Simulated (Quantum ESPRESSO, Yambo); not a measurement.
# G0W0 results for CaO

CaO is modelled in the cubic space group Fm-3m (No. 225), the rock salt structure, Pearson symbol cF8. Cell: a = b = c = 4.7629 Å, α = β = γ = 90.00°. O on 4b sees 6 Ca at 2.381 Å (octahedral). Ca on 4a sees 6 O at 2.381 Å (octahedral). (Neighbours: up to the widest gap in distance over summed covalent radii, below 1.35, at either atom; cation-cation contacts left out.)
(The calculation used a cell of 2 atoms; values per cell refer to that cell.)

Cell and atoms were relaxed with PBEsol from Materials Project entry mp-2605, within its symmetry.

Starting point: norm-conserving PBEsol (Quantum ESPRESSO, 84 Ry, scalar-relativistic). G0W0 in Yambo: 6×6×6 Γ-centred k mesh, 64 bands and a 10 Ry block in the screening, 64 bands in G with the Bruneval-Gonze terminator, plasmon pole fitted at 27.2 eV.

```
Quantity                                             Value
-------------------------------------------------  -------
PBEsol gap along the band path                     3.55 eV
PBEsol gap between the mesh's edge points (Γ → X)  3.55 eV
G0W0 gap between the same points                   5.95 eV
PBEsol smallest direct gap on the mesh (at X)      3.92 eV
G0W0 direct gap at that point                      6.41 eV
```

| k point | band | E PBEsol (eV) | E QP (eV) | shift (eV) | Z |
|---|---|---|---|---|---|
| Γ | VB | 0.00 | -1.12 | -1.12 | 0.79 |
| Γ | CB | 4.82 | 5.55 | 0.73 | 0.84 |
| L | VB | -1.26 | -2.43 | -1.17 | 0.78 |
| L | CB | 7.15 | 8.92 | 1.77 | 0.82 |
| X | VB | -0.37 | -1.57 | -1.20 | 0.79 |
| X | CB | 3.55 | 4.84 | 1.29 | 0.85 |

Energies count from the PBEsol valence-band maximum.

Nearest settings tried, and what they do to the gap: 23 bands in G: +68 meV; 4×4×4 mesh: -8 meV. Not varied: bands in W, block. So the settings aren't converged at that level.
